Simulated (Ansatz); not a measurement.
EuB$_{2}$Rh$_{3}$:
```
EuB2Rh3
1.0
    5.56258     0.00000     0.00000
   -2.78129     4.81734     0.00000
    0.00000     0.00000     2.91631
Eu Rh B
1 3 2
Direct
  0.00000   0.00000   0.00000
  0.50000   0.00000   0.50000
  0.50000   0.50000   0.50000
  0.00000   0.50000   0.50000
  0.33333   0.66667   0.00000
  0.66667   0.33333   0.00000
```
The run is spin-polarised; directions of the spins, atom by atom: ↑ 0 0 0 0 0.

Relaxed with PBEsol.

Give the Bader charges and basin volumes of the independent atoms, plane-wave PAW PBEsol (Ansatz code).



| atom | Bader charge (e) | Bader volume (Å³) |
|---|---|---|
| Eu1 | +1.21 | 16.6 |
| Rh2 | -0.40 | 15.7 |
| B5 | -0.01 | 7.3 |

Space group P6/mmm. The workflow started from an entry of the Crystallography Open Database (COD). Whether it is the stable phase at ambient conditions was not checked. The PBEsol relaxation kept the symmetry of its start; whether a distortion lowers the energy is not shown. Spin order of the final state: ferromagnetic, the only order run, not a proven ground state. Caveat: open 4f shells can settle in a state that is not the lowest. No Hubbard U is applied. Scalar-relativistic: spin–orbit coupling is off unless named, which matters more the heavier the elements.

Potentials: the later of the program's two PAW sets.
